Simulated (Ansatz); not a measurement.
Ta₂N (anti-CdI2 type, P-3m1) under volume change, PBE in the plane-wave PAW code Ansatz, shape and atoms relaxed at each volume.

| V (Å³/atom) | E − E(relaxed) (meV/atom) | P (GPa) |
|---|---|---|
| 12.331 | 110.3 | 31.53 |
| 12.738 | 46.3 | 19.27 |
| 13.144 | 10.9 | 8.85 |
| 13.551 | 0.0 | 0.00 |
| 13.958 | 9.7 | -7.42 |
| 14.364 | 36.6 | -13.54 |
| 14.771 | 77.7 | -18.78 |

What does a third-order Birch–Murnaghan fit give for V₀, B₀ and B′?

V₀ = 13.55 Å³/atom, B₀ = 268 GPa, B′ = 4.7.

The cell was relaxed with PBE under the symmetry of its start. The run is not spin-polarised. The volume moved by 20 % from the start of the relaxation. Spin–orbit coupling is left out wherever it is not named.

Potentials: the later of the program's two PAW sets.
